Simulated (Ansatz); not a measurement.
Relaxed Si (diamond):

```
Si
1.0
    0.00000     5.46988     5.46988
    2.73494     2.73494     5.46988
    2.73494     2.73494     0.00000
Si
4
Cartesian
  2.73494   8.20482   8.20482
  2.73494   5.46988   5.46988
  4.10241   9.57229   9.57229
  4.10241   6.83735   6.83735
```

The atoms are displaced by Q × the pattern below (from a DFPT mode at X = (0.5, 0.5, 0.0), largest move 1; Q in Å), at fixed cell. It is one choice among 2 degenerate patterns. (q is in reciprocal vectors of the primitive cell; the cell shown is doubled to hold the pattern.)

```csv
atom,x,y,z
Si3,0.000,0.000,-1.000
Si4,0.000,0.000,1.000
```

Atoms not listed stay in place.

Calculation: PBE (plane waves to 420 eV, PAW, scalar-relativistic; Ansatz, a first-principles code). k mesh 10×10×10 (Γ-centred), Fermi-Dirac smearing 0.05 eV. The energy includes the smearing's −TS. Si was relaxed with its symmetry unable to fall. The PAW data are Ansatz's earlier set. ΔE is measured from the undisplaced structure.

| Q (Å) | ΔE (meV/cell) |
|---|---|
| -0.1000 | 165.1 |
| -0.0833 | 114.8 |
| -0.0667 | 73.6 |
| -0.0500 | 41.4 |
| -0.0333 | withheld |
| -0.0167 | 4.6 |
| 0.0000 | 0.0 |
| 0.0167 | 4.6 |
| 0.0333 | withheld |
| 0.0500 | 41.4 |
| 0.0667 | 73.6 |
| 0.0833 | 114.8 |
| 0.1000 | 165.1 |

Fit an even polynomial form (powers 2, 4) to the given rows and predict ΔE at Q = 0.0333.

Least squares on the 11 given rows: ΔE = (16590)·Q² + (-7307)·Q⁴, in meV/cell with Q in Å; root-mean-square residual 0.05 meV/cell. At 0.0333 the fit gives 18.4 meV/cell; the calculation gives 18.4 meV/cell, the same to the digits shown. The quadratic term alone would give 18.4 meV/cell.

(For displaced atoms, the force is minus the slope of the energy, and its curvature is a force constant, which sets phonon frequencies.)
